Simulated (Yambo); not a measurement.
```
LuPO4
1.0
   -3.36712     3.36712     2.95688
    3.36712    -3.36712     2.95688
    3.36712     3.36712    -2.95688
O P Lu
8 2 2
Cartesian
  0.00000   1.19526   1.99240
  2.17186   0.00000   0.51396
  3.36712   2.17186  -0.96448
  4.56237   0.00000   0.51396
  3.36712  -1.19526   2.44292
  2.17186   3.36712   0.96448
  3.36712   1.19526   2.44292
  1.19526   0.00000   3.92136
  3.36712   0.00000   1.47844
  0.00000   0.00000   2.95688
  0.00000   0.00000   0.00000
  0.00000   3.36712   1.47844
```

The geometry is that of Materials Project entry mp-2940, symmetrised and not relaxed again.

Problem. Where are the main features of Im ε from RPA with local fields on PBEsol bands (Yambo; 4×4×4 mesh, 132 bands, 3 Ry local-field block, 0.2 eV broadening; field along x)?

Solution. Peaks at 8.8 eV (4.3), 13.9 eV (3.1), 19.5 eV (1.8), heights in brackets. Structure narrower than a few tenths of an eV can come from the finite k mesh. Convergence of the RPA response with its 4×4×4 mesh was not tested. No excitonic effects at this level. The 4f states are in the valence at their DFT position.
